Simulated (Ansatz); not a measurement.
## BiPd: pressure against volume

BiPd, P6_3/mmc, a = 4.264 Å, c = 5.751 Å. The structure is a COD entry; whether it is the stable form wasn't checked. Ansatz: r2SCAN, PAW, 500 eV, Γ-centred 12×12×8 mesh on 4 atoms, Gaussian smearing 0.10 eV; no spin polarisation. Shape and atoms are relaxed at each volume; pressure is positive in compression.

| V (Å³/atom) | P (GPa) |
| --- | --- |
| 19.922 | ? |
| 20.601 | 11.87 |
| 21.280 | 7.18 |
| 21.959 | 3.26 |
| 22.639 | 0.01 |
| 23.318 | -2.71 |
| 23.997 | -4.98 |
| 24.902 | -7.43 |

Question: Take V0 = 22.639 Å³/atom, count pressures from its P0 = 0.01 GPa, fit the third-order Birch–Murnaghan form to the other rows, and predict the missing pressure.

Answer: With the Eulerian strain f = ½[(V0/V)^(2/3) − 1] and y = (P − P0)/[3f(1 + 2f)^(5/2)], the form is the line y = B0 + 1.5 B0 (B0′ − 4) f. Rows (f, y): 0.03245, 104.1; 0.02107, 102.3; 0.01027, 100.3; -0.00975, 97.7; -0.01905, 96.2; -0.03077, 94.5. Means f = 0.0007033, y = 99.183; Σ(Δf)² = 0.003004, ΣΔfΔy = 0.4521; the slope is their ratio. y = 99.08 + 150.5 f GPa, so B0 = 99.1 GPa and B0′ = 4 + 2 × (150.5)/(3 × 99.08) = 5.01. At V = 19.922, f = 0.04449, y = 105.78 and P = 17.48 GPa. The run gave 17.50 GPa, so the fit is 0.02 GPa too low, a small miss on the scale of the series.

Spin–orbit coupling is left out, which can shift energies with elements as heavy as these.

Cost: 8 runs of about 17 core-minutes in all, on Arm Neoverse V1 (shared hosts).